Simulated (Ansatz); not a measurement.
One crystal and one scan (scan of one atom of the cell) at two levels, PBE-D3(BJ) (plane waves to 420 eV, PAW, scalar-relativistic; Ansatz, an electronic-structure program) and PBEsol-D3(BJ) (plane waves to 420 eV, PAW, scalar-relativistic; Ansatz), each from its own relaxed cell and on its own mesh. The cell shown is that of PBE-D3(BJ).

Relaxed As (A7 type, space group R-3m):

```
CELL_PARAMETERS angstrom
      1.89173     1.09219     3.36977
     -1.89173     1.09219     3.36977
      0.00000    -2.18438     3.36977
ATOMIC_POSITIONS crystal
  As 0.23028 0.23028 0.23028
  As 0.76972 0.76972 0.76972
```

In each cell atom 2 (As, nearest neighbour As at 2.535 Å; its periodic images, 3.8 Å or more away, move with it) moves by s·(0.707, 0.707, 0.000) (along Cartesian [110]), the rest being held.

E stands for the smeared free energy. As was relaxed with its symmetry unable to fall. With partly filled bands, energies and forces of such displacements shift with the k mesh and the smearing. Percentages come from the unrounded values. Both scans cover s from -0.250 to 0.250 Å.

| quantity | PBE-D3(BJ) | PBEsol-D3(BJ) | PBE-D3(BJ) − PBEsol-D3(BJ) |
|---|---|---|---|
| Lattice constant a (Å) | 3.783 | 3.745 | +0.038 (+1.0 %) |
| Lattice constant c (Å) | 10.11 | 9.75 | +0.36 (+3.6 %) |
| Relaxed volume (Å³/atom) | 20.89 | 19.75 | +1.14 (+5.8 %) |
| Energy at s = 0.250 Å (meV/cell) | 104 | 90 | +14 (+15 %) |
| Force along the line at s = -0.250 Å (eV/Å) | 1.210 | 1.151 | +0.059 (+5.2 %) |
| Force constant k = d²E/ds² at s = 0 (finite differences) (eV/Å²) | 3.81 | 3.28 | +0.53 (+16 %) |

PBE-D3(BJ) gives the higher value for: lattice constant a; lattice constant c; relaxed volume; energy at s = 0.250 Å; force along the line at s = -0.250 Å; force constant k = d²E/ds² at s = 0. Both give the same symmetry of the curve: not even: the negative side lies higher at ±0.250 Å.

ΔE (meV/cell), each from the undisplaced structure of its own level:

```
s (Å)   PBE-D3(BJ)  PBEsol-D3(BJ)
------  ----------  -------------
-0.250         140            126
-0.200          87             76
-0.150          47             41
-0.100          20             18
-0.050           5              4
0.000            0              0
0.050            5              4
0.100           18             15
0.150           39             32
0.200           67             57
0.250          104             90
```

(For displaced atoms, the force is minus the slope of the energy, and its curvature is a force constant, which sets phonon frequencies.)
